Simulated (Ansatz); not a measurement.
## Kick test of a cell of HfSi₃O₈

The structure comes from a generated guess, relaxed at this level; another structure or a mixture of phases may lie lower.

Method: DFT PBE, scalar-relativistic, plane waves, PAW in Ansatz. Plane waves to 420 eV, a k mesh through Γ of 6×6×4 on the computed 12-atom cell and Gaussian smearing (0.02 eV); no spin polarisation.

The cell below (12 atoms, space group P1 (No. 1)) is relaxed within its symmetry.

```xyz
12
Lattice="5.2955 0.0000 0.0000 -2.6270 4.6068 0.0000 -0.1407 -0.1380 9.1037" Properties=species:S:1:pos:R:3 pbc="T T T"
Hf   -0.1580    2.8999    8.5348
Si    2.6330    1.5258    3.9381
Si    2.5958    1.4608    0.7353
Si   -0.0128    3.0558    4.9784
O     3.2685    0.0405    0.3002
O     1.3904    2.2863    4.6615
O    -1.2581    2.2872    4.2571
O     3.5399    2.6779    0.2080
O    -0.2346    3.0604    6.5883
O     2.3770    1.5471    2.3384
O     2.7129   -0.0162    4.4449
O     1.0104    1.4493    9.0853
```

For the test it was strained at random (σ = 1.5 % a component), the atoms were moved at random (σ = 0.05 Å), and all was relaxed again on a coarse 4×4×2 mesh (in the run’s order of axes) with 0.10 eV smearing, with no symmetry imposed.

These runs have no spin–orbit coupling, which can matter for Hf.

**Question.** What happens?

**Answer.** It returns, within 1 meV/atom of the unmoved cell on that mesh and with the same symmetry when read at 0.1 Å. So it is stable against the distortions that fit this cell and that this random move excites. Modes that don't fit the cell aren't tested.
